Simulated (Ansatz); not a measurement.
**Stiffness of PIr2 from strained cells**

```xyz
3
Lattice="0.0000 2.7675 2.7675 2.7675 0.0000 2.7675 2.7675 2.7675 0.0000" Properties=species:S:1:pos:R:3 pbc="T T T"
P     0.0000    0.0000    0.0000
Ir    1.3838    1.3838    1.3838
Ir    4.1513    4.1513    4.1513
```

Atoms are numbered in the order listed.

The cell comes from COD entry 1011371, which wasn't checked; take it as a given geometry.

Spin polarisation is left out, and whether a magnetic state lies lower isn't shown here.

No spin–orbit coupling, which matters for the heavy atoms here.

Method: DFT, LDA, all-electron LAPW, scalar-relativistic (Ansatz 0.2.0).

Numerical set-up: a Γ-centred 11×11×11 k mesh, Fermi–Dirac smearing of 0.05 eV, basis error target 1 meV/atom, no spin polarisation.

The unstrained cell is at -4.79 GPa. Large strains and very small stresses are left out. Each strain is applied once, with fractional coordinates held (clamped ions), and σ below is the change of stress, positive in tension. One finite strain gives stress–strain coefficients at this pressure with an error of the order of the strain times third-order constants, a few per cent for each per cent of strain. In a metal the k mesh adds noise of tens of per cent to soft shears.

Problem. With equal xy, yz and zx engineering shear strains of -1 %, the run gives σxy = -0.56 GPa and γxy = 2εxy = -0.0100. Which stiffness follows?

Solution. C44 (clamped ions) = σxy/γxy = 56 GPa.

Problem. With equal xy, yz and zx engineering shear strains of +1 %, the run gives σxy = 0.47 GPa and γxy = 2εxy = 0.0100. Which stiffness follows?

Solution. C44 (clamped ions) = σxy/γxy = 47 GPa.

Problem. The two estimates of C44 (clamped ions) differ. Why, and which value is best?

Solution. Finite strains add third-order terms, and in a metal the k mesh adds noise; two strains on one mesh can't tell these apart, so neither value is shown to be the better.
